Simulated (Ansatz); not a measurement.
Si2MoN4:
```cif
data_Mo2N8Si4
_chemical_formula_sum 'Mo2 N8 Si4'
_space_group_name_H-M_alt 'P63/mmc'
_space_group_IT_number 194
_space_group_name_Hall '-P 6c 2c'
_cell_length_a 2.89201
_cell_length_b 2.89201
_cell_length_c 20.66621
_cell_angle_alpha 90.000
_cell_angle_beta 90.000
_cell_angle_gamma 120.000
loop_
_atom_site_label
_atom_site_type_symbol
_atom_site_symmetry_multiplicity
_atom_site_Wyckoff_symbol
_atom_site_fract_x
_atom_site_fract_y
_atom_site_fract_z
_atom_site_occupancy
Mo1 Mo 2 c 0.33333 0.66667 0.25000 1
N1 N 4 f 0.66667 0.33333 0.18985 1
Si1 Si 4 f 0.66667 0.33333 0.10570 1
N2 N 4 e 0.00000 0.00000 0.08107 1
```

This is the PBE+D3(BJ)-relaxed structure.

**Question.** All from the program Ansatz at the PBE+D3(BJ) level (PAW), unless another level is named. Predict the hole effective mass with spin–orbit coupling.

**Answer.** 1.2, 1.2, 1.3 mₑ (principal values).

**Question.** What about the band gap?

**Answer.** 1.72 eV (indirect).

**Question.** Next, the valence-band maximum?

**Answer.** at Γ.

**Question.** What about the weight of the valence-edge state by species (Voronoi cells)?

**Answer.** Mo 56 %, N 36 %, Si 8 %.

**Question.** Predict the conduction-band minimum.

**Answer.** at H (2 equivalent valleys).

**Question.** Next, the weight of the conduction-edge state by species (Voronoi cells)?

**Answer.** Mo 77 %, N 22 %.

Space group P6_3/mmc. The start of the workflow was typed in or built on a structure type; neither database checked (COD, Materials Project) lists it. Its standing as an ambient phase is unchecked. The PBE+D3(BJ) relaxation kept the symmetry of its start; its stability against distortions is not shown here. The workflow began spin-polarised and lost its moments. Scalar-relativistic: spin–orbit coupling is off unless named, which matters more the heavier the elements.

Potentials: the earlier of the program's two PAW sets.
